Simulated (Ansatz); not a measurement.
ZrPt:
Space group Cmcm (No. 63); a = 3.4416 Å, b = 10.3935 Å, c = 4.2812 Å, α = β = γ = 90.00°

```json
[
 {"atom": "Zr", "site": "4c", "symmetry": "m2m", "x": "0.0000", "y": "0.1412", "z": "0.7500"},
 {"atom": "Pt", "site": "4c", "symmetry": "m2m", "x": "0.0000", "y": "0.5923", "z": "0.2500"}
]
```
(The calculation used a cell of 4 atoms; values per cell refer to that cell.)

Relaxed at zero pressure with r²SCAN in the plane-wave PAW code Ansatz.

**Question.** The volume is raised by 9 % and shape and atoms relax at that volume. What pressure results, and how do the axes share the change?

**Answer.** -12.5 GPa; a 4.4 %, b 2.9 %, c 1.5 %; the energy rises by 73 meV/atom.

**Question.** Give the new structure.

**Answer.** 
Space group Cmcm (No. 63); a = 3.5914 Å, b = 10.6994 Å, c = 4.3441 Å, α = 90.00°, β = 90.00°, γ = 90.00°

```tsv
atom	site	symmetry	x	y	z
Zr	4c	m2m	0.0000	0.1404	0.7500
Pt	4c	m2m	0.0000	0.5929	0.2500
```

The phase is kept; no other phase was compared at this pressure.

The workflow started from a Materials Project entry (that database holds measured and hypothetical structures alike); the Crystallography Open Database copy checked does not list it. COD files the formula under space group No. 221, so this cell is another polymorph or a model. Whether it is the stable phase at ambient conditions was not checked. The r²SCAN relaxation kept the symmetry of its start; its stability against distortions is not shown here. No spin polarisation was allowed. Axis ratios of metals converge slowly with the k-mesh, so a and c are less sure than the volume. Spin–orbit coupling is left out wherever it is not named.

Potentials: the later of the program's two PAW sets.
